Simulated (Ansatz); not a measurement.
CuI:
```cif
data_CuI
_chemical_formula_sum 'Cu1 I1'
_space_group_name_H-M_alt 'P 1'
_space_group_IT_number 1
_cell_length_a 4.14447
_cell_length_b 4.14447
_cell_length_c 4.14447
_cell_angle_alpha 60.000
_cell_angle_beta 60.000
_cell_angle_gamma 60.000
loop_
_space_group_symop_operation_xyz
  'x, y, z'
loop_
_atom_site_label
_atom_site_type_symbol
_atom_site_fract_x
_atom_site_fract_y
_atom_site_fract_z
_atom_site_occupancy
Cu1 Cu 0.75000 0.75000 0.75000 1
I1 I 0.00000 0.00000 0.00000 1
```

Relaxed with LDA.

Task: Give the optical modes at the zone centre with their infrared and Raman activity from DFPT, the program Ansatz at the LDA level (PAW).

Result: Transverse frequencies, without the LO–TO term; a row sums one degenerate level.

```csv
ω (cm⁻¹),degeneracy,IR ((D/Å)²/amu),Raman (Å⁴/amu),activity,symmetry
155,3,1.51,54,IR+Raman,T2
```

Task: How high does the top mode go among those that the LO–TO term moves?

Result: 165 cm⁻¹ for q along x.

Space group F-43m (zinc blende). The cell was relaxed with LDA under the symmetry of its start. The run is not spin-polarised. Spin–orbit coupling is left out wherever it is not named.

Potentials: the earlier of the program's two PAW sets. The files were generated under PBE; for other functionals the program regenerates the frozen cores, and for LDA and PBEsol the local potential too.
